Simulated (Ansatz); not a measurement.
NbP:
```
CELL_PARAMETERS angstrom
      3.06235     0.00000     0.00000
      0.00000     3.06235     0.00000
      0.00000     0.00000     3.06235
ATOMIC_POSITIONS crystal
  Nb 0.00000 0.00000 0.00000
  P  0.50000 0.50000 0.50000
```

Relaxed with LDA.

Question: Decompose the optical modes at the zone centre into irreducible representations, and say which are infrared and Raman allowed.

Answer: Point group m-3m: Γ_opt = T1u. Infrared: T1u. Raman: none.

Question: Assign frequencies (DFPT, plane-wave PAW LDA (Ansatz code)).

Answer: T1u 215 cm⁻¹.

Space group Pm-3m (CsCl type). The cell is a constructed one: a structure type filled with these elements; neither database checked (COD, Materials Project) lists it. COD files the formula under space group No. 141, so this cell is another polymorph or a model. Whether it is the stable phase at ambient conditions was not checked. The LDA relaxation kept the symmetry of its start; phonons on a q-mesh show no instability. No spin polarisation was allowed. As this level gives no gap, phonon frequencies hold no LO–TO term and depend on the k-mesh and smearing (Fermi–Dirac, 0.1 eV here).

Potentials: the later of the program's two PAW sets.
